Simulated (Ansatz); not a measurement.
## Property card for Al$_{3}$GaSb$_{4}$

The calculation used DFT PBE, scalar-relativistic, plane waves, PAW (Ansatz 0.2.0).

Plane waves to 420 eV, a k mesh through Γ of 6×6×6 on the computed 8-atom cell and Gaussian smearing (0.02 eV); no spin polarisation.

The structure is relaxed at this level of theory with its symmetry kept, and needn't be the ground state of this composition.

```cif
data_structure
_symmetry_space_group_name_H-M 'I-42m'
_symmetry_Int_Tables_number 121
_cell_length_a 6.2225
_cell_length_b 6.2225
_cell_length_c 12.4450
_cell_angle_alpha 90.000
_cell_angle_beta 90.000
_cell_angle_gamma 90.000
_cell_volume 481.86
loop_
_atom_site_label
_atom_site_type_symbol
_atom_site_symmetry_multiplicity
_atom_site_Wyckoff_symbol
_atom_site_fract_x
_atom_site_fract_y
_atom_site_fract_z
_atom_site_occupancy
Al1 Al 2 b 0.50000 0.50000 0.00000 1
Al2 Al 4 d 0.50000 0.00000 0.25000 1
Ga1 Ga 2 a 0.00000 0.00000 0.00000 1
Sb1 Sb 8 i 0.25023 0.25023 0.37497 1
```

| Item | Value |
| --- | --- |
| Space group | I-42m (No. 121) |
| Volume per atom | 30.12 Å³ |
| Formation energy from the elements' standard states (uncorrected) | -0.169 eV/atom |
| Kohn–Sham band gap | 0.74 eV |
| Orbital (Löwdin) character of the top 1 eV of the valence band | Sb 5p 71 %, Al 3p 19 %, Ga 4p 8 % |
| Orbital (Löwdin) character of the lowest 1 eV of the conduction band | Sb 5p 27 %, Al 3p 23 %, Ga 4s 14 %, Sb 5s 12 %, Al 3s 10 %, unprojected 8 % |
| Bulk modulus | 48 GPa |
| Its pressure derivative | 4.6 |
| Bader charge by site (e) | Al (1 in the cell) 1.63, Al (2 in the cell) 1.63, Ga (1 in the cell) 0.35, Sb (4 in the cell) -1.31 |

Spin-orbit coupling is left out, which matters for the bands of heavy elements.

The cell was found from a structure generator's guess, not taken from experiment. Kohn–Sham gaps at this level usually fall short of measured ones. Löwdin shares on free-atom orbitals overweight diffuse shells in the empty bands.
